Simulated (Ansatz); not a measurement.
BaSi₂:
```
CELL_PARAMETERS angstrom
      1.88369   -11.02363     0.00000
      1.88369    11.02363     0.00000
      0.00000     0.00000     3.83329
ATOMIC_POSITIONS crystal
  Si 0.97053 0.02947 0.75000
  Si 0.02947 0.97053 0.25000
  Si 0.24998 0.75002 0.75000
  Si 0.75002 0.24998 0.25000
  Ba 0.61690 0.38310 0.75000
  Ba 0.38310 0.61690 0.25000
```

Relaxed with PBE. Special points in fractions of this cell's reciprocal vectors: Γ (0.000, 0.000, 0.000); Y (-0.500, 0.500, 0.000); C0 (-0.257, 0.743, 0.000); Σ0 (0.257, 0.257, 0.000); Z (0.000, 0.000, 0.500); A0 (0.257, 0.257, 0.500); E0 (-0.257, 0.743, 0.500); T (-0.500, 0.500, 0.500); S (0.000, 0.500, 0.000); R (0.000, 0.500, 0.500).

**Question.** List the band energies nearest the Fermi level at these points for DFT-PBE in the program Ansatz with PAW potentials.

**Answer.** In eV from the Fermi level; about four levels below and three above (degenerate sets whole), none deeper than 8.9 eV; points with the same levels are listed once.

| k | below | above |
|---|---|---|
| Γ | -1.77 -1.34 -1.11 -0.38 | 0.25 0.34 1.07 |
| Y | -1.32 -1.15 -0.31 -0.05 | 0.81 1.04 1.68 |
| C0 | -1.69 -1.14 -1.10 -0.04 | 0.24 0.77 1.04 1.04 |
| Z | -2.27 -2.27 -1.15 -1.15 | 0.93 0.93 0.94 0.94 |
| A0 | -1.93 -1.93 -0.26 -0.26 | 1.33 1.33 3.16 3.16 |
| T | -2.48 -2.48 -0.86 -0.86 | 0.85 0.85 1.06 1.06 |
| S | -1.69 -1.28 -0.98 -0.03 | 0.30 0.89 0.91 |
| R | -1.94 -1.94 -0.27 -0.27 | 1.48 1.48 2.70 2.70 |

Space group Cmcm. The cell is a constructed one: a structure type filled with these elements; neither database checked (COD, Materials Project) lists it. COD files the formula under space group No. 62, 191, so this cell is another polymorph or a model. Whether it is the stable phase at ambient conditions was not checked. The cell was relaxed with PBE under the symmetry of its start; its stability against distortions is not shown here. Scalar-relativistic: spin–orbit coupling is off unless named, which matters more the heavier the elements.

Potentials: the later of the program's two PAW sets.
